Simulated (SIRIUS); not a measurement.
SIRIUS run on Sn₃Te₂Se (P-3m1, 6 atoms in the cell; from Materials Project mp-1218966, changed as shown): self-consistent single point.

Method: PBEsol, PseudoDojo 0.4 standard norm-conserving PBEsol (tails mended) pseudopotentials (plane waves; SIRIUS).

The change in words: volume scaled by 0.94. Reference geometry (P-3m1):
```
Sn3Te2Se
1.0
    4.42835     0.00000     0.00000
   -2.21418     3.83506     0.00000
    0.00000     0.00000    10.79260
Sn Te Se
3 2 1
Direct
  0.00000   0.00000   0.50000
  0.33333   0.66667   0.15175
  0.66667   0.33333   0.84825
  0.33333   0.66667   0.67419
  0.66667   0.33333   0.32581
  0.00000   0.00000   0.00000
```

Reference input (self-consistent single point, DFT, PBEsol, plane waves, PseudoDojo 0.4 standard norm-conserving PBEsol (tails mended) pseudopotentials): parameters.ngridk = 4 4 2; parameters.xc_functionals = [XC_GGA_X_PBE_SOL, XC_GGA_C_PBE_SOL]; parameters.gk_cutoff = 9.274 1/bohr; parameters.pw_cutoff = 18.548 1/bohr; parameters.smearing = fermi_dirac; parameters.smearing_width = 0.00367493 Ha; potentials = PseudoDojo 0.4 standard norm-conserving PBEsol (tails mended) pseudopotentials; parameters.electronic_structure_method = pseudopotential; parameters.num_bands = 54; parameters.num_mag_dims = 0; parameters.num_dft_iter = 100; parameters.energy_tol = 1e-07 Ha. This run's input differs from it in these lines:

```diff
@@ -32,5 +32,5 @@
     "lattice_vectors": [
-      [8.368368684, 0.0, 0.0],
-      [-4.184184342, 7.2472206304, 0.0],
-      [0.0, 0.0, 20.3950581726]
+      [8.1975374423, 0.0, 0.0],
+      [-4.0987687212, 7.0992758618, 0.0],
+      [0.0, 0.0, 19.9787137129]
     ],
@@ -45,9 +45,9 @@
       "Sn": [
-        [0.0, 0.0, 10.1975290863],
-        [-4.1842e-06, 4.831482836, 3.0949500777],
-        [4.1841885262, 2.4157377944, 17.3001080949]
+        [0.0, 0.0, 9.9893568564],
+        [-4.0988e-06, 4.732852941, 3.0317698059],
+        [4.0987728199, 2.3664229209, 16.9469439069]
       ],
       "Te": [
-        [-4.1842e-06, 4.831482836, 13.7501442694],
-        [4.1841885262, 2.4157377944, 6.6449139032]
+        [-4.0988e-06, 4.732852941, 13.4694489981],
+        [4.0987728199, 2.3664229209, 6.5092647148]
       ],
```

Output, abridged:

```
[find] density tolerance         : 1e-06
[find] total energy tolerance    : 1e-07
[find] iter_solver_tol (initial) : 0.01
[find] iter_solver_tol (target)  : 1e-13
[find] num_dft_iter              : 100
Charges and magnetic moments
--------------------------------------------------------------------------------
total charge          : 90.000000
[find] | SCF iteration   0 out of 100|
[diagonalize] iterative solver tolerance (occupied, empty): 0.01 0.01
[diagonalize] average number of iterations: 2.375
[find] Charges and magnetic moments
[find] total charge          : 90.000000
[find] Energy
   [... lines left out ...]

[find] Charges and magnetic moments
[find] total charge          : 90.000000
[find] Energy
[find] smearing (-TS)                 :      -0.00079395
[find] Total energy                   :    -566.37705356 (Ha),   -1132.75410712 (Ry)
[find] Free energy (E-TS)             :    -566.37784750 (Ha),   -1132.75569501 (Ry)
[find] band gap (eV)                  :       0.34706795
[find] Efermi                         :       0.38289856
[find] iteration : 21, RMS (target) : 9.6557e-07 (1.0000e-06) , energy difference (target) : -2.5682e-10 (1.0000e-07)
[find] bands are converged : true
[find] iterative solver converged : false
[find] converged after 22 SCF iterations!
[find] Charges and magnetic moments
[find] total charge          : 90.000000
[find] Energy
[find] smearing (-TS)                 :      -0.00079395
[find] Total energy                   :    -566.37705356 (Ha),   -1132.75410712 (Ry)
[find] Free energy (E-TS)             :    -566.37784750 (Ha),   -1132.75569501 (Ry)
[find] band gap (eV)                  :       0.34706795
[find] Efermi                         :       0.38289856
[ground_state] === stress tensor components [kbar] ===
[ground_state] === stress_total ===
[ground_state]    -7.803404   -0.000000   -0.000000
[ground_state]    -0.000000   -7.803403   -0.000000
[ground_state]    -0.000000   -0.000000   -7.634672
[ground_state] ==== total Forces in Ha/bohr =====
[ground_state] atom:    0, force:       0.0000000      0.0000000      0.0000000
[ground_state] atom:    1, force:       0.0000000      0.0000000     -0.0006819
[ground_state] atom:    2, force:      -0.0000000     -0.0000000      0.0006819
[ground_state] atom:    3, force:       0.0000000      0.0000000     -0.0005634
[ground_state] atom:    4, force:      -0.0000000     -0.0000000      0.0005634
[ground_state] atom:    5, force:       0.0000000      0.0000000      0.0000000
```

The run converged in 22 iterations. SIRIUS prints the stress tensor with tension positive. Against the reference run the free energy falls by 8.8 meV/atom, the pressure goes from -2.14 to 0.77 GPa and the largest force stays at 0.035 eV/Å.

Spin-orbit coupling is left out, which matters for bands and gaps with elements this heavy. The structure comes from a collection of computed structures, made at another level of theory; the collection holds predicted forms beside known ones.

Cost on one core: roughly 5 core-minutes.

The gap that the log prints is read on the run's mesh, which can miss the band edges or a crossing.

“Tails mended”: in these copies of the files the far tail of each local potential was reset to the Coulomb form.
